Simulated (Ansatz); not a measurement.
# Two states of HfVF6

```yaml
crystal:
  lattice:
    - [0.00000, 4.05249, 4.05249]
    - [4.05249, 0.00000, 4.05249]
    - [4.05249, 4.05249, 0.00000]
  atoms:
    - { symbol: F, position: [0.24491, 0.24491, 0.75509] }
    - { symbol: F, position: [0.75509, 0.75509, 0.24491] }
    - { symbol: F, position: [0.75509, 0.24491, 0.24491] }
    - { symbol: F, position: [0.24491, 0.75509, 0.75509] }
    - { symbol: F, position: [0.24491, 0.75509, 0.24491] }
    - { symbol: F, position: [0.75509, 0.24491, 0.75509] }
    - { symbol: V, position: [0.50000, 0.50000, 0.50000] }
    - { symbol: Hf, position: [0.00000, 0.00000, 0.00000] }
```

Method: r2SCAN, with U_eff = 6.67 eV on V d (atomic projectors); PAW, plane waves to 500 eV, 4×4×4 Γ-centred mesh, gaussian occupations (width 0.2609 eV) (Ansatz 0.2.0), atoms fixed.

State A: no moments (no spin polarisation). State B: V7 up (collinear spin).

Compare the two self-consistent states.

State B is lower by 567.7 meV an atom at zero smearing; in free energy at this smearing B lies -559.2 meV an atom from A.

| state | free energy (meV/atom) | largest moment in a small sphere (μB) | net moment (μB/cell) | gap on mesh (eV) | pressure (GPa) | largest force (eV/Å) |
| --- | --- | --- | --- | --- | --- | --- |
| A | 559.2 | 0.00 | 0.00 | metal | 4.7 | 0.50 |
| B | 0.0 | 2.31 | 3.00 | 5.48 | 5.4 | 0.43 |

Origin: a database entry at a rescaled volume. Caveats: wide smearing; the state breaks the symmetry of the cell; odd electron count without spin polarisation, so a magnetic state may lie lower; the Fermi level lies in a narrow band between gaps, which spin or distortion may split; the k mesh is coarse if the cell is a metal.
